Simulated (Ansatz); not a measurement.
A geometry of Hf away from equilibrium: step 3 of the relaxation of a generated cell, Hf built in the AFLOW prototype A_hP3_152_a (A8, as in Se). Level of theory: PBEsol (plane waves to 420 eV, PAW, scalar-relativistic; Ansatz, a program for electronic structure). Γ-centred k-mesh 9×9×7 on the run's cell (coarser than for final values), Fermi–Dirac smearing 0.05 eV.

```
CELL_PARAMETERS angstrom
      4.10958     0.00000     0.00000
     -2.05479     3.55900     0.00000
      0.00000     0.00000     4.55740
ATOMIC_POSITIONS crystal
  Hf 0.32052 0.00000 0.83333
  Hf 0.00000 0.32052 0.16667
  Hf 0.67948 0.67948 0.50000
```

Task: Which atoms carry the largest force, and which way does it point?

Result: 0.73 eV/Å, on Hf1, Hf2, Hf3 (atoms numbered as listed); on Hf1 its components are (0.73, 0.00, 0.00).

Task: What is the pressure?

Result: +4.6 GPa, compression positive.

Task: How far above the relaxed end point is this geometry?

Result: 0.90 eV/atom; the path ends in Im-3m (No. 229) (bcc (W type)).

No spin polarisation in the result.

The run could not lose the symmetry of its start.

This is a known allotrope of Hf, reached from a generated start. Known forms of Hf include space group No. 194.
